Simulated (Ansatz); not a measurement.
Li2Pt: do energies and stresses tell the same story?

All numbers below come from DFT r2SCAN, scalar-relativistic, plane waves, PAW in Ansatz 0.2.0.

Plane waves to 500 eV, a k mesh through Γ of 12×12×16 on the computed 3-atom cell and Gaussian smearing (0.10 eV); no spin polarisation.

Relaxed cell: P6/mmm, a = 4.183 Å, b = 4.183 Å, c = 2.647 Å, α = 90.00°, β = 90.00°, γ = 120.00°, 3 atoms in the primitive cell. Whether it is the stable form of this composition wasn't checked.

Energies at zero smearing and pressures from the stress tensor, at volumes with shape and atoms relaxed:
| V (Å³/atom) | E − E(first) (meV/atom) | P (GPa) |
| --- | --- | --- |
| 12.567 | 0.00 | 4.73 |
| 12.968 | -8.59 | 2.18 |
| 13.370 | -11.23 | -0.02 |
| 13.771 | -8.77 | -1.91 |
| 14.172 | -1.91 | -3.54 |

Problem. Check P = −dE/dV between neighbouring volumes, and get the bulk modulus from the pressures alone.

Solution. With 1 eV/Å³ = 160.2 GPa:
```tsv
middle V (Å³/atom)	−ΔE/ΔV (GPa)	mean P (GPa)
12.768	3.430	3.451
13.169	1.057	1.079
13.570	-0.983	-0.964
13.971	-2.740	-2.724
```

The two differ by 0.02 GPa at most. The mean of two end pressures misses the average over a step by about ΔV² P″/12, up to 0.03 GPa here; with that taken off 0.01 GPa remains. Around V = 13.370 Å³/atom, the two neighbours give B = −V ΔP/ΔV = 13.370 × 4.09 / 0.802 = 68.1 GPa, against B0 = 67.9 GPa from the Birch–Murnaghan fit of the energies.

Spin–orbit coupling is left out, which can shift energies with elements as heavy as these.